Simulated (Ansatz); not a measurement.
The relaxed structure here is a generated cell of Au: the first start was made by placing the elements on the sites of a structure type, and the end was not matched to a known phase here, so it may be hypothetical. Known forms of Au include space group No. 225.

One starting cell of Au (a generated cell, Au placed in the AFLOW prototype A_oF8_70_a) was relaxed twice with Ansatz (plane waves, PAW, scalar-relativistic): with r2SCAN at 500 eV and with PBE at 420 eV. The r2SCAN result:

```
Au
1.0
    0.00000     2.49279     5.01300
    1.42469     0.00000     5.01300
    1.42469     2.49279     0.00000
Au
2
Direct
  0.25000   0.25000   0.25000
  0.00000   0.00000   0.00000
```

```
quantity                          r2SCAN   PBE
--------------------------------  ------  ----
space group                         Fddd  Fddd
volume (Å³/atom)                   17.80     …
a (Å)                              2.849     …
b (Å)                              4.986     …
c (Å)                             10.026     …
gap (eV, no spin-orbit coupling)    0.00     …
```

Problem. Fill in the PBE column.

Solution. 
- volume (Å³/atom), PBE: 18.23
- a (Å), PBE: 2.872
- b (Å), PBE: 5.034
- c (Å), PBE: 10.089
- gap (eV, no spin-orbit coupling), PBE: 0.00

Both levels end in the same structure; PBE's volume is 2.4 % larger. Neither column is exact.

No spin polarisation in the result.

The run could not lose the symmetry of its start: the end is stationary, and may be a saddle point rather than a minimum.

All atoms sit on sites fixed by symmetry, so only the cell could relax.

Ansatz is a quantum-chemistry and plane-wave program.
